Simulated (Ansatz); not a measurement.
Property card for TaGa3

TaGa$_{3}$:
```cif
data_Ga3Ta
_chemical_formula_sum 'Ta1 Ga3'
_space_group_name_H-M_alt 'P 1'
_space_group_IT_number 1
_cell_length_a 5.09507
_cell_length_b 5.09507
_cell_length_c 5.09507
_cell_angle_alpha 136.344
_cell_angle_beta 136.344
_cell_angle_gamma 63.449
loop_
_space_group_symop_operation_xyz
  'x, y, z'
loop_
_atom_site_label
_atom_site_type_symbol
_atom_site_fract_x
_atom_site_fract_y
_atom_site_fract_z
_atom_site_occupancy
Ta1 Ta 0.00000 0.00000 0.00000 1
Ga1 Ga 0.50000 0.50000 0.00000 1
Ga2 Ga 0.75000 0.25000 0.50000 1
Ga3 Ga 0.25000 0.75000 0.50000 1
```

Space group I4/mmm (No. 139); conventional cell a = b = 3.789 Å, c = 8.668 Å, α = β = γ = 90.00°.

Method: DFT-r²SCAN in the program Ansatz with PAW potentials. Geometry: relaxed at this level of theory. Other levels are named where they apply.

Cell and energy:

```yaml
volume_per_atom: 15.55 Å³
density: 10.41 g/cm³
Formation energy from the elements (no fitted shifts): -0.20 eV/atom
```

Electronic structure:

```yaml
electronic_character: metallic (no gap)
Density of states at the Fermi level: 0.15 states/eV per atom (mean over ±0.08 eV)
```

The first step of the workflow began from a Materials Project structure, measured or hypothetical; the Crystallography Open Database files this formula in space group No. 139, but the cells were not matched. Whether it is the stable phase at ambient conditions was not checked. The r²SCAN relaxation kept the symmetry of its start; whether a distortion lowers the energy is not shown. No spin polarisation was allowed. Axis ratios of metals converge slowly with the k-mesh, so a and c are less sure than the volume. The references are the lowest solids computed at this level, not always the standard phases. Scalar-relativistic: spin–orbit coupling is off unless named, which matters more the heavier the elements.

Potentials: the later of the program's two PAW sets.
